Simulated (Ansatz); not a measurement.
V2O5, first-principles data

V2O5:
```
V2O5
1.0
    5.74098     1.76940     0.00000
   -5.74098     1.76940     0.00000
   -0.01869     0.00000     4.29945
V O
2 5
Cartesian
 -1.70929   1.76940   1.67684
  1.69060   1.76940   2.62261
 -0.00935   1.76940   2.14972
  3.64884   1.76940   2.13936
 -3.66753   1.76940   2.16009
 -1.67752   1.76940   0.10226
  1.65883   1.76940   4.19719
```

Space group C2/m (No. 12); conventional cell a = 11.482 Å, b = 3.539 Å, c = 4.299 Å, α = γ = 90.00°, β = 90.25°.

Method: r²SCAN+D4 in the plane-wave PAW code Ansatz. Geometry: relaxed at this level of theory. Other levels are named where they apply.

### Cell and energy

```
Item                                                            Value
-----------------------------------------------------  --------------
Volume per atom                                              12.48 Å³
Density                                                    3.46 g/cm³
Formation energy from the elements (no fitted shifts)  -2451 meV/atom
```

### Electronic structure

```
Property                                                                                                   Value
----------------------------------------  ----------------------------------------------------------------------
Band gap                                                                                      1.97 eV (indirect)
Valence-band maximum                      at M2 (k = 0.500, 0.500, 0.500 in fractions of the reciprocal vectors)
Conduction-band minimum                   at Y2 (k = 0.500, 0.500, 0.000 in fractions of the reciprocal vectors)
Smallest direct gap on the standard path                                                                 2.10 eV
Electron effective mass                                                      1.1, 2.8, 7.0 mₑ (principal values)
Hole effective mass                                                           0.80, 11, 24 mₑ (principal values)
HSE06 gap on the r²SCAN+D4 cell                                                                          3.20 eV
```

### Mechanics

```
Item                                   Value
----------------------------------  --------
Bulk modulus (Birch–Murnaghan fit)  45.5 GPa
Pressure derivative B′                  12.8
```

### Charges

```
Item                                 Value
-------------  ---------------------------
Bader charges  V +2.32, O -1.10 to -0.74 e
```

The workflow started from a Materials Project entry (that database holds measured and hypothetical structures alike); the Crystallography Open Database copy checked does not list it. COD files the formula under space group No. 31, 59. Its standing as an ambient phase is unchecked. The r²SCAN+D4 relaxation kept the symmetry of its start; whether a distortion lowers the energy is not shown. No spin polarisation was allowed. No Hubbard U is applied. The references are the lowest solids computed at this level, not always the standard phases (solids in place of the gases).

Potentials: the later of the program's two PAW sets.
